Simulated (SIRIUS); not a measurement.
Consider a self-consistent single point of HgTe (Pm, 4 atoms in the cell; from Materials Project mp-1507, changed as shown).

```
CELL_PARAMETERS angstrom
      2.99252    -3.46693     0.00000
      2.99252     3.46693     0.00000
      0.00000     0.00000     5.79816
ATOMIC_POSITIONS crystal
  Hg 0.34305 0.65695 0.75000
  Hg 0.65027 0.33637 0.25000
  Te 0.78481 0.21519 0.75000
  Te 0.21519 0.78481 0.25000
```

Computed with PBEsol, GBRV PBEsol ultrasoft pseudopotentials (plane waves; SIRIUS).

SIRIUS settings:

| setting | value |
|---|---|
| parameters.ngridk | 4 4 4 |
| parameters.xc_functionals | [XC_GGA_X_PBE_SOL, XC_GGA_C_PBE_SOL] |
| parameters.gk_cutoff | 6.325 1/bohr |
| parameters.pw_cutoff | 14.143 1/bohr |
| parameters.smearing | gaussian |
| parameters.smearing_width | 0.00367493 Ha |
| potentials | GBRV PBEsol ultrasoft pseudopotentials |
| parameters.electronic_structure_method | pseudopotential |
| parameters.num_bands | 22 |
| parameters.num_mag_dims | 0 |
| parameters.num_dft_iter | 100 |
| parameters.energy_tol | 1e-07 Ha |
| parameters.density_tol | 1e-06 |
| mixer.type | anderson |
| mixer.beta | 0.5 |
| mixer.use_hartree | true |

Results:

| Quantity | Result |
|---|---|
| Number of valence electrons | 36 |
| Number of bands | 22 |
| Number of k-points after the program's reduction | 30 |
| Number of plane waves (most at a k-point) | 3494 |
| Number of SCF iterations | 13 |
| FFT grid | 45 × 45 × 54 |
| Free energy E − TS | -3645.1631 eV |
| Fermi level (on the code's own zero) | 7.14 eV |
| Pressure | -3.07 GPa |
| Largest force (vector length) | 0.154 eV/Å |

Forces (eV/Å):
| atom | Fx | Fy | Fz |
|---|---|---|---|
| Hg1 | 0.005 | -0.009 | 0.000 |
| Hg2 | 0.074 | 0.010 | 0.000 |
| Te3 | 0.000 | 0.131 | 0.000 |
| Te4 | -0.079 | -0.132 | 0.000 |

Stress (GPa, positive for compression):
```
-3.20   0.02   0.00
 0.02  -2.27   0.00
 0.00   0.00  -3.76
```

For comparison: a first run was changed to give this one (atom 2 moved by -0.04 angstrom along x), and from it to this one the free energy hardly moves (within 1 meV/atom), the pressure moves little (-3.09 to -3.07 GPa) and the largest force goes from 0.130 to 0.154 eV/Å.

The structure comes from a collection of computed structures, made at another level of theory; the collection holds predicted forms beside known ones. No clean gap shows at this smearing width and mesh (spacing up to 0.35 Å⁻¹); the mesh is coarse for partly filled bands, so the values carry mesh errors. Semi-local functionals can close small gaps.

Cost on one core: roughly 50 core-seconds.
